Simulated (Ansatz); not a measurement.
**Ag (P6_3/mmc), one atom moved over a plane**

All numbers below come from DFT r2SCAN, scalar-relativistic, plane waves, PAW (Ansatz 0.2.0). Settings: plane waves to 500 eV, k-mesh 18×18×10 (Γ-centred), Gaussian smearing 0.15 eV. No spin polarisation. Energies are free energies at this smearing, counted from the undisturbed cell; pressure is positive in compression.

Zero of the scan (as given, not relaxed at this level; it stands at -2.6 GPa; this form isn't the usual structure):

```
Ag
1.0
     2.93000    0.00000    0.00000
    -1.46500    2.53745    0.00000
     0.00000    0.00000    4.79000
Ag
2
Direct
  0.33333 0.66667 0.25000
  0.66667 0.33333 0.75000
```

Atom 1 (Ag) is moved by p along (1.000, 0.000, 0.000) and q along (0.000, 1.000, 0.000) (Å), all else fixed. Points are written (p, q).

Energy above the undisturbed cell in eV/cell (a dash: not computed):

```csv
p \ q,-0.600,-0.300,0.000,0.300,0.600
-0.600,0.37,0.26,0.13,0.07,0.13
-0.300,0.15,–,0.03,–,0.18
0.000,0.06,–,0.00,–,0.20
0.300,0.15,–,0.03,–,0.18
0.600,0.37,0.26,0.13,0.07,0.13
```

Pressure in GPa:

```csv
p \ q,-0.600,-0.300,0.000,0.300,0.600
-0.600,3.5,1.7,-0.3,-1.3,-0.4
-0.300,-0.1,–,-2.0,–,0.5
0.000,-1.4,–,-2.6,–,0.8
0.300,-0.1,–,-2.0,–,0.5
0.600,3.5,1.7,-0.3,-1.3,-0.4
```